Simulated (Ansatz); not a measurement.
A geometry of Sb away from equilibrium: step 3 of the relaxation of a relaxed Sb cell stretched uniformly to 150 % of its volume. Calculation: PBEsol (plane waves to 420 eV, PAW, scalar-relativistic; Ansatz, an electronic-structure program). Γ-centred k-mesh 8×8×8 on the run's cell (coarser than for final values), Fermi–Dirac smearing 0.05 eV. The plane waves were selected for a different cell earlier on the path.

```
CELL_PARAMETERS angstrom
      2.22987     1.28742     3.95204
     -2.22987     1.28742     3.95204
      0.00000    -2.57483     3.95204
ATOMIC_POSITIONS crystal
  Sb 0.22592 0.22592 0.22592
  Sb 0.77408 0.77408 0.77408
```

### Question
Give the Cartesian forces on all atoms (eV/Å).

### Answer
```tsv
atom	Fx	Fy	Fz
Sb1	0.00	0.00	0.37
Sb2	0.00	0.00	-0.37
```

The path ends in R-3m (No. 166) (AFLOW prototype A_hR2_166_c (A7, as in As)). No spin polarisation in the result.

The run could not lose the symmetry of its start.
